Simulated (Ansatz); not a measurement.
**Stress against strain in ZrBr**

```yaml
crystal:
  lattice:
    - [1.75155, 1.01126, 9.35700]
    - [-1.75155, 1.01126, 9.35700]
    - [0.00000, -2.02252, 9.35700]
  atoms:
    - { symbol: Zr, position: [0.20920, 0.20920, 0.20920] }
    - { symbol: Zr, position: [0.79080, 0.79080, 0.79080] }
    - { symbol: Br, position: [0.39170, 0.39170, 0.39170] }
    - { symbol: Br, position: [0.60830, 0.60830, 0.60830] }
```

Atom numbers follow the list: Zr1, Zr2, Br3, Br4.

The geometry is COD entry 4343762, unchecked; take it as a test cell.

Computed with DFT, LDA, all-electron LAPW, scalar-relativistic in Ansatz 0.2.0.

The runs use a Γ-centred 10×10×10 k mesh, Fermi–Dirac smearing of 0.02 eV, basis error target 0.5 meV/atom, no spin polarisation.

The strain is applied along the Cartesian axes of the cell as listed (the other components stay zero). Fractional coordinates are held (clamped ions).

σ is the change of stress from the unstrained cell, which is at -3.23 GPa; tension is positive, so slopes are stress–strain coefficients at that pressure. In a metal the k mesh adds noise.

Only quantities that a quadratic follows smoothly over the whole series are listed; rougher ones are left out.

```csv
εzz,σzz (GPa),σxx (GPa)
-0.0200,-3.17,-1.06
0.0000,0.00,0.00
0.0100,1.40,0.51
0.0200,2.72,1.00
```

Problem. Fit the series and read off the stiffness at zero strain.

Solution. Least-squares fits y = p0 + p1 x + p2 x² to the rows give σzz (GPa): p1 = 147, p2 = -550; σxx (GPa): p1 = 51.5, p2 = -77. So C33 = 147 GPa and C13 = 52 GPa, for these axes.

Problem. One run, at εzz = -0.0100, is withheld. Predict its row.

Solution. The fits give -1.53, -0.52; the run gave -1.51, -0.52.
